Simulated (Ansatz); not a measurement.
GeOS (Janus 1T monolayer), relaxed with r2SCAN: 4 runs in Ansatz 0.2.0, each a construction of maximally localised Wannier functions. In-plane lattice: a = 3.158 Å, b = 3.158 Å, γ = 120.0°; thickness between the outer nuclei 2.32 Å. Around Ge lie 3 O at 2.04 Å and 3 S at 2.31 Å; around O lie 3 Ge at 2.04 Å; around S lie 3 Ge at 2.31 Å. Simulation only: non-magnetic, and no claim that this is the phase found in nature.

```yaml
crystal:
  lattice:
    - [3.15814, 0.00000, 0.00000]
    - [-1.57907, 2.73503, 0.00000]
    - [0.00000, 0.00000, 28.65269]
  atoms:
    - { symbol: Ge, position: [0.00000, 0.00000, 0.32002] }
    - { symbol: O, position: [0.33333, 0.66667, 0.35167] }
    - { symbol: S, position: [0.66667, 0.33333, 0.27063] }
```
Two periodic directions, a and b.

Windows count from the top of the filled bands; a dash means that no such window was set (without an outer window there is no disentanglement).

| functional | SCF mesh | trial orbitals | functions | mesh | window (eV) | frozen (eV) | Ω total (Å²) | Ω invariant (Å²) | largest spread (Å²) | least projectability | interpolation miss of the model's filled bands (eV, to the nearest computed level) |
| --- | --- | --- | --- | --- | --- | --- | --- | --- | --- | --- | --- |
| PBE | 9×9×1 | O s, O p, S s, S p | 8 | 6×6×1 | – | – | 8.68 | 7.62 | 1.35 | 0.67 | 0.067 |
| PBE | 9×9×1 | O s, O p, S s, S p | 8 | 12×12×1 | – | – | 9.18 | 8.15 | 1.47 | 0.67 | 0.006 |
| r2SCAN | 9×9×1 | O s, O p, S s, S p | 8 | 6×6×1 | – | – | 8.44 | 7.41 | 1.31 | 0.69 | 0.060 |
| PBE+SOC | 9×9×1 | O s, O p, S s, S p | 16 | 6×6×1 | – | – | 17.37 | 15.24 | 1.35 | 0.67 | – |

For O s, O p, S s, S p with PBE the spread goes 8.68 Å² (6×6×1), 9.18 Å² (12×12×1): finite differences on a coarse mesh understate it.

Only the levels marked +SOC include spin-orbit coupling.
